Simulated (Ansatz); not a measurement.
## What DFT gives for SnH4N2Cl2

```
Sn Cl N H
1.0
     0.00000    3.63031    0.00000
     5.97453   -1.81516    0.00000
     1.52551    0.00000   -5.42246
Sn Cl N H
1 2 2 4
Direct
  0.00000 0.00000 0.00000
  0.88120 0.76240 0.75370
  0.11880 0.23760 0.24630
  0.60670 0.21340 0.77060
  0.39330 0.78660 0.22940
  0.61000 0.22000 0.56600
  0.39000 0.78000 0.43400
  0.70100 0.40200 0.77620
  0.29900 0.59800 0.22380
```

Single point in Ansatz 0.2.0 with PBE, no spin polarisation. Cutoff 420 eV, PAW datasets, 6×6×4 Γ-centred k mesh, fermi-dirac filling (width 0.1 eV).

Task: Describe some of the short contacts.

Result: N–H at 1.14 Å: least valence density 1.71 e/Å³ and ELF 0.98 there, a shared, covalent-like contact. Cl–H at 2.12 Å: least valence density 0.20 e/Å³ and ELF 0.17 there, a closed-shell (ionic or weak) contact. Sn–Cl at 2.24 Å: least valence density 0.71 e/Å³ and ELF 0.37 there. Both are smooth PAW fields, read partly inside the augmentation spheres.

Task: Where is the largest force?

Result: The largest is on H7 (and as large on other atoms): 3.30 eV/Å, components (-0.68, 0.00, 3.23). It makes 2° with the line to a nearest neighbour, N5 at 1.14 Å, pointing towards it.

Task: What is the character of the valence top and the conduction bottom?

Result: Within 0.7 eV of the edges, the states project mainly on N p (76 %) and Cl p (19 %) below the gap and on Sn s (38 %), Cl p (18 %) and N s (14 %) above it.

Task: Is the cell too large or too small?

Result: The pressure is -3.0 GPa (compression positive), so with the atoms held at these fractions the cell would first shrink; the forces are large, so a full relaxation may end otherwise. The principal stresses -11.4, -6.6, 8.9 GPa differ, so its shape would change too.

Task: What is the formation energy?

Result: -0.32 eV an atom against the elements' usual phases (free molecules for gases, crystals otherwise, with no correction for O₂ or N₂), so it is bound against them; other compounds may still compete. Relaxing would lower it.

Task: What is the band gap?

Result: The gap is 1.83 eV, indirect (the least direct gap found is 1.84 eV).

Task: Give the Bader charges.

Result: Bader charges in e: Sn +2.04, H +0.38, N -1.21, Cl -0.57. In the mean Sn gives up most and N takes most.

Origin: a known structure type with other elements, at an estimated volume, so it need not be a known compound. Caveats: no spin-orbit coupling, which can shift this gap by tenths of an eV; atoms or cell far from equilibrium.
